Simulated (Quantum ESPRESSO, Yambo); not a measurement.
LiCl (rock salt, space group Fm-3m, No. 225) under isotropic strain (on all lattice vectors), counted from the cell relaxed with PBEsol, atoms relaxed at each step. norm-conserving PBEsol (Quantum ESPRESSO, 74 Ry, scalar-relativistic); G0W0 in Yambo (6×6×6 Γ-centred k mesh, bands 2 to 71 and a 10 Ry block in the screening, 71 bands in G with the Bruneval-Gonze terminator, plasmon pole fitted at 27.2 eV).

| strain s (%) | PBEsol direct gap at Γ (eV) | G0W0 direct gap at Γ (eV) |
|---|---|---|
| -3 | ? | ? |
| -1.5 | 6.637 | 9.524 |
| -0.7 | 6.484 | 9.370 |
| 0 | 6.356 | 9.253 |
| +1 | 6.182 | 9.086 |
| +2 | 6.017 | 8.924 |

### Question
Fit a parabola in s to each column by least squares and predict the withheld row.

### Answer
PBEsol: E = 6.356 − 0.1796 s + 0.0050 s² (largest residual 1 meV), giving 6.940 eV at s = -3; the run gave 6.944 eV, a miss of 4 meV. G0W0: E = 9.252 − 0.1729 s + 0.0049 s² (largest residual 5 meV), giving 9.814 eV at s = -3; the run gave 9.822 eV, a miss of 7 meV. The withheld row lies outside the fitted range, so this is an extrapolation. The GW settings are held fixed; their convergence isn't established. The screening block changes size along the series (137 vectors at -3 %, 137 vectors at -1.5 %, 137 vectors at -0.7 %, 137 vectors at +0 %, 137 vectors at +1 %, 169 vectors at +2 %), which puts steps into the G0W0 values.
